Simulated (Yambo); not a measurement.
## Convergence of the G0W0 gap of KZnF$_{3}$

G0W0@PBEsol for KZnF$_{3}$ (cubic perovskite, space group Pm-3m, No. 221) in Yambo. Reference settings: 4×4×4 Γ-centred k mesh, bands 5 to 134 and a 8 Ry block in the screening, 134 bands in G with the Bruneval-Gonze terminator, plasmon pole fitted at 27.2 eV. The PBEsol gap R → Γ on this mesh is 3.84 eV; G0W0 gaps are taken between the same points.

```
change from the reference     G0W0 gap R → Γ (eV)  shift of the valence edge (eV)        rough Yambo cost
----------------------------  -------------------  ------------------------------  ----------------------
reference settings                           7.49                           -2.30                       1
57 bands in W, 57 bands in G                 8.06                           -2.42               about 1/3
90 bands in W, 90 bands in G                 7.66                           -2.32  within a factor of two
57 bands in G                                7.58                           -2.36                       –
90 bands in G                                7.52                           -2.33                       –
66 bands in W                                7.85                           -2.34               about 1/2
2 Ry block                                   8.42                           -3.22  within a factor of two
3 Ry block                                   7.84                           -2.73  within a factor of two
7 Ry block                                   7.49                           -2.31  within a factor of two
pole fitted at 55 eV                         7.49                           -2.36                       –
no random integration                        7.39                           -2.10                       –
2×2×2 mesh                                   7.49                           -2.22              about 1/10
57 bands in G, no terminator                 7.37                           -1.75                       –
90 bands in G, no terminator                 7.32                           -1.93                       –
no terminator                                7.33                           -2.04                       –
```

The reference isn't shown to be the converged limit. Costs are rough (shared machines), scaled to the same edge states, and given only for runs that recompute the screening.

The cell is held in this high symmetry; tilts and polar distortions were not searched.

Geometry of the Materials Project entry, not relaxed at this level; primitive cell a = b = c = 4.0474 Å, α = β = γ = 90.00°.

A shift is the quasiparticle energy of the state minus its PBEsol energy.
